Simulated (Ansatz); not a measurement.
**⁴⁵Sc quadrupole couplings across 5 crystals**

Level of theory: DFT, PBE, plane waves and PAW, scalar-relativistic, 420 eV cutoff (Ansatz 0.2.0). Q = -220.0 mb (Pyykkö 2018), I = 7/2. The cells come from the COD and the Materials Project (computed, not necessarily observed phases), with the atoms as given or relaxed (PBE, cell held). Spin–orbit coupling is left out, which moves gradients at and beside heavy atoms (Cs) by some per cent and at some sites by far more. At most two sites a crystal are listed; metals, magnetic cells and gradients under 0.03 × 10²¹ V/m² (0.12 where the gap is under 1 eV) that symmetry doesn't force to zero are left out, and those under about 0.1 are uncertain even in sign.

| crystal | space group | first shell of Sc | C_Q (MHz) | η |
| --- | --- | --- | --- | --- |
| Sr3Sc3N5 | P-1 | 4 N at 2.07–2.15 Å | -23.6 | 0.49 |
| Sr3Sc3N5 | P-1 | 4 N at 2.09–2.16 Å | 32.2 | 0.22 |
| Cs3Sc2I9 | P6_3/mmc | 6 I at 2.82–3.02 Å | -2.34 | 0.00 |
| Rb3Sc2Br9 | P6_3/mmc | 6 Br at 2.55–2.77 Å | -2.50 | 0.00 |
| Cs3Sc2Br9 | P6_3/mmc | 6 Br at 2.56–2.78 Å | -2.87 | 0.00 |
| CaScBO4 | Pnma | 6 O at 2.07–2.25 Å | -26.3 | 0.12 |

By the number of first neighbours, |C_Q| spans 24 to 32 MHz with 4, 2.3 to 26 MHz with 6.

The crystals are a selection from a larger pool of database entries, not a random sample of it.
